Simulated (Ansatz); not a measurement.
MgH$_{2}$ (rutile)

```xyz
6
Lattice="4.4844 0.0000 0.0000 0.0000 4.4844 0.0000 0.0000 0.0000 2.9967" Properties=species:S:1:pos:R:3 pbc="T T T"
Mg     0.0000     0.0000     0.0000
Mg     2.2422     2.2422     1.4983
H      1.3664     1.3664     0.0000
H      3.6085     0.8758     1.4983
H      0.8758     3.6085     1.4983
H      3.1180     3.1180     0.0000
```

In this cell atom 5 (H, nearest neighbour Mg at 1.932 Å; its periodic images, 3.0 Å or more away, move with it) is moved by s along Cartesian [110], unit vector (0.707, 0.707, 0.000); all other atoms and the cell stay fixed.

All values below come from r2SCAN (plane waves to 500 eV, PAW, scalar-relativistic; Ansatz, an electronic-structure program). k mesh 6×6×9 (Γ-centred), Fermi-Dirac smearing 0.05 eV. E stands for the smeared free energy. Stress and pressure are positive under compression. F∥ is the force on the atom along that direction. MgH2 was relaxed with its symmetry unable to fall. ΔE is measured from the undisplaced structure.

```
s (Å)   F∥ (eV/Å)  ΔE (meV/cell)  P (GPa)
------  ---------  -------------  -------
-0.190      0.285              …    -0.09
-0.152      0.226           17.1    -0.06
-0.114      0.169              …    -0.03
-0.076      0.112            4.2    -0.02
-0.038      0.056              …     0.00
0.000       0.000            0.0     0.00
0.038      -0.056              …     0.00
0.076      -0.112            4.2    -0.02
0.114      -0.169              …    -0.03
0.152      -0.226           17.1    -0.06
0.190      -0.285              …    -0.09
```

### Question
What belongs in the gaps?

### Answer

- -0.190, ΔE (meV/cell): 26.8
- -0.114, ΔE (meV/cell): 9.6
- -0.038, ΔE (meV/cell): 1.1
- 0.038, ΔE (meV/cell): 1.1
- 0.114, ΔE (meV/cell): 9.6
- 0.190, ΔE (meV/cell): 26.8

(A displaced cell: forces are minus the slopes of the energy, force constants its curvatures, and phonons follow from these.)
